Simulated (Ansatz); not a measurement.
SnC:
```cif
data_CSn
_chemical_formula_sum 'Sn1 C1'
_space_group_name_H-M_alt 'Pm-3m'
_space_group_IT_number 221
_space_group_name_Hall '-P 4 2 3'
_cell_length_a 3.05664
_cell_length_b 3.05664
_cell_length_c 3.05664
_cell_angle_alpha 90.000
_cell_angle_beta 90.000
_cell_angle_gamma 90.000
loop_
_atom_site_label
_atom_site_type_symbol
_atom_site_symmetry_multiplicity
_atom_site_Wyckoff_symbol
_atom_site_fract_x
_atom_site_fract_y
_atom_site_fract_z
_atom_site_occupancy
Sn1 Sn 1 a 0.00000 0.00000 0.00000 1
C1 C 1 b 0.50000 0.50000 0.50000 1
```

Relaxed with PBEsol.

**Question.** Decompose the optical modes at the zone centre into irreducible representations, and say which are infrared and Raman allowed.

**Answer.** Point group m-3m: Γ_opt = T1u. Infrared: T1u. Raman: none.

**Question.** Assign frequencies (DFPT, plane-wave PAW PBEsol (Ansatz code)).

**Answer.** T1u 173i cm⁻¹.

The cell is a constructed one: a structure type filled with these elements; neither database checked (COD, Materials Project) lists it. Whether it is the stable phase at ambient conditions was not checked. Symmetry was held in the PBEsol relaxation. At this level the phase is dynamically unstable (imaginary phonons). As this level gives no gap, phonon frequencies hold no LO–TO term and depend on the k-mesh and smearing (Fermi–Dirac, 0.1 eV here). Spin–orbit coupling is left out wherever it is not named.

Potentials: the later of the program's two PAW sets.
